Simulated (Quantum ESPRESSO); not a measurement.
## W6NbMg (input and log of a self-consistent run)

Computed values, not a measurement. The program is pw.x of Quantum ESPRESSO 7.5 (plane-wave density functional theory). The cell is made up: eight metal atoms on a face-centred cubic lattice, with elements, volume, strain and displacements drawn at random and not relaxed, so it may be unstable or far from any real phase. PseudoDojo standard norm-conserving files set the functional (PBE unless stated); there is no spin polarisation or spin-orbit coupling, the Fermi-Dirac width of 0.25 eV means electrons at about 2900 K, and the masses in the input are unused placeholders. Heavy elements are run without spin-orbit coupling, which real alloys of them have. A spin test at this wide smearing found no moment, but such smearing suppresses magnetism that the real alloy may have.

Input:

```
&control calculation='scf', pseudo_dir='./dojo.nc.sr.pbe.v0_5.standard.upf', outdir='./o', disk_io='minimal', tprnfor=.true., tstress=.true. /
&system ibrav=0, nat=8, ntyp=3, nbnd=71, ecutwfc=84.00895049, nosym=.true., tot_charge=0,
 occupations='smearing', smearing='fd', degauss=0.0183746611
/
&electrons conv_thr=1.470e-08, electron_maxstep=70, mixing_beta=0.5 /
ATOMIC_SPECIES
Mg 1.0 Mg.upf
Nb 1.0 Nb.upf
W 1.0 W.upf
CELL_PARAMETERS angstrom
0.0 -1.9839 -1.9839
-3.9679 1.9839 -1.9839
5.9518 5.9518 -3.9679
ATOMIC_POSITIONS angstrom
W -0.0285 -0.0292 0.0565
W -0.0504 1.996 -2.0536
W -0.0536 4.0067 -3.9701
Nb 3.9581 3.9402 -3.9936
W -2.0188 -0.0432 -1.978
W -2.0432 2.0273 -4.013
W 1.9462 1.996 -3.9586
Mg 2.0094 3.959 -5.9328
K_POINTS automatic
8 5 3 1 1 1
```

The log is shortened where brackets say so; the opening notice, blank lines, dates and the lines on written files are dropped, and the path of the files is cut. It prints rydbergs, bohrs and kilobars, and counts compression as positive stress. Its total energy is the free energy E - TS of the whole cell.

```
     Program PWSCF v.7.5
     Parallel version (MPI & OpenMP), running on       4 processor cores
     Number of MPI processes:                 4
     Threads/MPI process:                     1
     [start-up lines left out]
     bravais-lattice index     =            0
     lattice parameter (alat)  =       5.3019  a.u.
     unit-cell volume          =     843.1231 (a.u.)^3
     number of atoms/cell      =            8
     number of atomic types    =            3
     number of electrons       =       107.00
     number of Kohn-Sham states=           71
     kinetic-energy cutoff     =      84.0090  Ry
     charge density cutoff     =     336.0358  Ry
     scf convergence threshold =      1.5E-08
     mixing beta               =       0.5000
     number of iterations used =            8  plain     mixing
     Exchange-correlation= PBE
                           (   1   4   3   4   0   0   0)
     [axes and pseudopotential details left out]
   Cartesian axes
     site n.     atom                  positions (alat units)
         1        W      tau(   1) = (  -0.0101580  -0.0104075   0.0201379  )
         2        W      tau(   2) = (  -0.0179637   0.7114195  -0.7319494  )
         3        W      tau(   3) = (  -0.0191043   1.4280784  -1.4150333  )
         4        Nb     tau(   4) = (   1.4107563   1.4043763  -1.4234093  )
         5        W      tau(   5) = (  -0.7195459  -0.0153975  -0.7050039  )
         6        W      tau(   6) = (  -0.7282426   0.7225755  -1.4303239  )
         7        W      tau(   7) = (   0.6936696   0.7114195  -1.4109345  )
         8        Mg     tau(   8) = (   0.7161956   1.4110770  -2.1145840  )
     number of k points=    60  Fermi-Dirac smearing, width (Ry)=  0.0184
                       cart. coord. in units 2pi/alat
        k(    1) = (  -0.0092077   0.0173086  -0.1056969), wk =   0.0333333
        k(    2) = (  -0.1270547  -0.1005414   0.0121531), wk =   0.0333333
     [further k points left out]
     Dense  grid:    87685 G-vectors     FFT dimensions: (  32,  54, 108)
     Estimated max dynamical RAM per process >     340.39 MB
     Estimated total dynamical RAM >       1.27 GB
     Initial potential from superposition of free atoms
     starting charge     106.9938, renormalised to     107.0000
     Starting wfcs are   75 randomized atomic wfcs
     total cpu time spent up to now is       12.6 secs
     per-process dynamical memory:   275.8 Mb
     Self-consistent Calculation
     iteration #  1     ecut=    84.01 Ry     beta= 0.50
     Davidson diagonalization with overlap
     ethr =  1.00E-02,  avg # of iterations =  3.1
     Threshold (ethr) on eigenvalues was too large:
     Diagonalizing with lowered threshold
     Davidson diagonalization with overlap
     ethr =  5.93E-04,  avg # of iterations =  3.6
     total cpu time spent up to now is       82.1 secs
     total energy              =   -1153.03771809 Ry
     estimated scf accuracy    <       0.65688012 Ry
     iteration #  2     ecut=    84.01 Ry     beta= 0.50
     Davidson diagonalization with overlap
     ethr =  6.14E-04,  avg # of iterations =  6.7
     total cpu time spent up to now is      123.8 secs
     total energy              =   -1151.96461211 Ry
     estimated scf accuracy    <      23.88232331 Ry
     iteration #  3     ecut=    84.01 Ry     beta= 0.50
     Davidson diagonalization with overlap
     ethr =  6.14E-04,  avg # of iterations =  6.0
     total cpu time spent up to now is      161.7 secs
     total energy              =   -1153.14988303 Ry
     estimated scf accuracy    <       2.22613740 Ry
     iteration #  4     ecut=    84.01 Ry     beta= 0.50
     Davidson diagonalization with overlap
     ethr =  6.14E-04,  avg # of iterations =  2.0
     total cpu time spent up to now is      192.3 secs
     total energy              =   -1153.23932891 Ry
     estimated scf accuracy    <       0.89564124 Ry
     iteration #  5     ecut=    84.01 Ry     beta= 0.50
     Davidson diagonalization with overlap
     ethr =  6.14E-04,  avg # of iterations =  1.4
     total cpu time spent up to now is      220.4 secs
     total energy              =   -1153.27975663 Ry
     estimated scf accuracy    <       0.95870147 Ry
     [iterations 6 to 12 left out]
     iteration # 13     ecut=    84.01 Ry     beta= 0.50
     Davidson diagonalization with overlap
     ethr =  3.41E-09,  avg # of iterations =  2.0
     total cpu time spent up to now is      474.0 secs
     total energy              =   -1153.32621956 Ry
     estimated scf accuracy    <       0.00000041 Ry
     iteration # 14     ecut=    84.01 Ry     beta= 0.50
     Davidson diagonalization with overlap
     ethr =  3.79E-10,  avg # of iterations =  3.7
     total cpu time spent up to now is      507.9 secs
     total energy              =   -1153.32621938 Ry
     estimated scf accuracy    <       0.00000666 Ry
     iteration # 15     ecut=    84.01 Ry     beta= 0.50
     Davidson diagonalization with overlap
     ethr =  3.79E-10,  avg # of iterations =  2.3
     total cpu time spent up to now is      538.1 secs
     total energy              =   -1153.32621965 Ry
     estimated scf accuracy    <       0.00000042 Ry
     iteration # 16     ecut=    84.01 Ry     beta= 0.50
     Davidson diagonalization with overlap
     ethr =  3.79E-10,  avg # of iterations =  1.4
     total cpu time spent up to now is      565.6 secs
     total energy              =   -1153.32621967 Ry
     estimated scf accuracy    <       0.00000059 Ry
     iteration # 17     ecut=    84.01 Ry     beta= 0.50
     Davidson diagonalization with overlap
     ethr =  3.79E-10,  avg # of iterations =  1.0
     total cpu time spent up to now is      588.5 secs
     End of self-consistent calculation
     [lines on levels left out]
!    total energy              =   -1153.32621969 Ry
     estimated scf accuracy    <       0.00000001 Ry
     smearing contrib. (-TS)   =      -0.11209759 Ry
     internal energy E=F+TS    =   -1153.21412210 Ry
     The total energy is F=E-TS. E is the sum of the following terms:
     one-electron contribution =    -187.76171482 Ry
     hartree contribution      =     151.84641681 Ry
     xc contribution           =    -241.40071538 Ry
     ewald contribution        =    -875.89810871 Ry
     convergence has been achieved in  17 iterations
     Forces acting on atoms (cartesian axes, Ry/au):
     atom    1 type  3   force =     0.03677440    0.02164280   -0.03504443
     atom    2 type  3   force =    -0.01499148   -0.01089485    0.01717885
     atom    3 type  3   force =     0.03069733   -0.00410552    0.00566685
     atom    4 type  2   force =    -0.00041020   -0.00646723    0.02204792
     atom    5 type  3   force =     0.02253437    0.02550931   -0.01815370
     atom    6 type  3   force =    -0.02957649   -0.03101812    0.02855651
     atom    7 type  3   force =    -0.02159301    0.01453068   -0.02052943
     atom    8 type  1   force =    -0.02343492   -0.00919707    0.00027744
     Total force =     0.105262     Total SCF correction =     0.000251
     Computing stress (Cartesian axis) and pressure
          total   stress  (Ry/bohr**3)                   (kbar)     P=      192.39
   0.00133650   0.00004659  -0.00001175          196.61        6.85       -1.73
   0.00004659   0.00130883  -0.00004861            6.85      192.54       -7.15
  -0.00001175  -0.00004861   0.00127825           -1.73       -7.15      188.04
     init_run     :     10.47s CPU     10.96s WALL (       1 calls)
     electrons    :    564.75s CPU    575.94s WALL (       1 calls)
     forces       :      3.14s CPU      3.16s WALL (       1 calls)
     stress       :     11.58s CPU     11.84s WALL (       1 calls)
     [timing details left out]
     PWSCF        :   9m51.60s CPU  10m 3.65s WALL
     JOB DONE.
```

In other units: free energy -15691.803 eV for the cell, pressure 19.24 GPa, largest force component 0.946 eV/Å in size. The run took 606 s of wall time with four MPI processes on a shared machine (Intel Xeon, 2023 or later, virtual cores), so the time is rough. A rerun of this cell at a higher cutoff and on a denser mesh moved values by no more than 0.007 eV in energy, 0.16 GPa in stress and 0.015 eV/Å in force, and a second program with other atomic files agreed on that cell to 2 % rms in force and 0.5 GPa in pressure.